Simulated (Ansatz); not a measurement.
# Structures of Ga₃H: which is lowest?

Plane-wave DFT in Ansatz with scalar-relativistic PAW potentials, cutoff 420 eV, Γ-centred meshes chosen by cell and gap, Gaussian smearing with energies taken to zero width. Every cell was relaxed (cell and atoms) in a run of its own, within the symmetry of its start. Functional: PBE.

Relaxed structures (starts from databases or built by putting these elements on another compound's sites):
A. Pm-3m, 4 atoms in the computed cell, a = 3.978 Å; sites (symmetry × multiplicity) Ga 4/mm.m × 3, H m-3m × 1; start: built
B. P6_3/mmc, 8 atoms in the computed cell, a = 6.837 Å, c = 3.153 Å; sites (symmetry × multiplicity) Ga mm2 × 6, H -6m2 × 2; start: built

Question: Rank them by energy. Could pressure change the order?

Answer:
| structure | group | E − E(lowest) (meV/atom) | V (Å³/atom) | gap on mesh (eV) |
| --- | --- | --- | --- | --- |
| B | P6_3/mmc | 0.0 | 15.95 | 0.00 |
| A | Pm-3m | 135 | 15.74 | 0.00 |

B is lowest, 135 meV/atom under A. The two lowest differ in volume by under 3 %, too little for a first-order estimate of what pressure does to that pair (other pairs aren't weighed here); with rigid cells even 3 % in favour of the higher one would need about 45 GPa. Other structures may lie lower than all of these, and vibrations aren't counted.